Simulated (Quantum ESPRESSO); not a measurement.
```xyz
3
Lattice="4.4357 0.0000 0.0000 -2.2178 3.8414 0.0000 0.0000 0.0000 16.5000" Properties=species:S:1:pos:R:3 pbc="T T T"
Ca     0.0000     0.0000     0.0000
I      0.0000     2.5609     1.7565
I      2.2178     1.2805    -1.7565
```

The layer was cut from Materials Project entry mp-30031 and relaxed with PBEsol in a cell 16.5 Å high, with the Coulomb interaction truncated along z.

Problem. What does norm-conserving PBEsol (Quantum ESPRESSO, 70 Ry, without SOC) give for the electronic structure near the Fermi level?

Solution. The PBEsol gap is indirect, 3.75 eV, from Γ to M; the smallest direct gap is 4.37 eV. The valence-band maximum lies 6.65 eV below the vacuum level. Spin-orbit coupling is left out, which matters for elements this heavy: edges can move by tenths of an eV.

This is a model layer cut from the bulk structure; whether it is stable on its own was not checked.
